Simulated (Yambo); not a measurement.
CsLiSO$_{5}$H$_{4}$ (space group Cm, No. 8), G0W0@LDA in Yambo; all else as in the reference (2×2×2 Γ-centred k mesh, bands 2 to 226 and a 7 Ry block in the screening, 226 bands in G with the Bruneval-Gonze terminator, plasmon pole fitted at 27.2 eV). One parameter is varied: the cutoff of the exchange sum, over 5, 10, 20, 40, 84 Ry.

### Question
From which value on does the gap (-0.5, -0.5, -0.5) → Γ stay within 0.05 eV of the largest setting?

### Answer
From 40 Ry on.
```tsv
cutoff of the exchange sum (Ry)	G0W0 gap (eV)	valence shift (eV)
5	5.35	0.87
10	6.22	-0.52
20	6.65	-1.15
40	6.81	-1.37
84	6.84	-1.40
```
The last step of the sweep still moves the gap by 29 meV; the other settings are held fixed.

Geometry of the Materials Project entry, not relaxed at this level; primitive cell a = b = 6.7101 Å, c = 4.8122 Å, α = β = 107.13°, γ = 50.65°.

A shift is the quasiparticle energy of the state minus its LDA energy.
